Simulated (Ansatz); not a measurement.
BIr:
```
BIr
1.0
    3.03347     0.00000     0.00000
   -1.51673     2.62706     0.00000
    0.00000     0.00000     2.69903
B Ir
1 1
Direct
  0.00000   0.00000   0.50000
  0.66667   0.33333   0.00000
```

Relaxed with r²SCAN.

Problem. Give the Bader charges and basin volumes of the independent atoms, DFT-r²SCAN in the program Ansatz with PAW potentials.

Solution. 

```json
[
 {"atom": "B1", "Bader charge (e)": "+0.28", "Bader volume (Å³)": "6.4"},
 {"atom": "Ir2", "Bader charge (e)": "-0.28", "Bader volume (Å³)": "15.2"}
]
```

Space group P-6m2. The workflow started from a Materials Project entry (that database holds measured and hypothetical structures alike); the Crystallography Open Database copy checked does not list it. Whether it is the stable phase at ambient conditions was not checked. The r²SCAN relaxation kept the symmetry of its start. At this level the phase is mechanically unstable. The run is not spin-polarised. Spin–orbit coupling is left out wherever it is not named.

Potentials: the later of the program's two PAW sets.
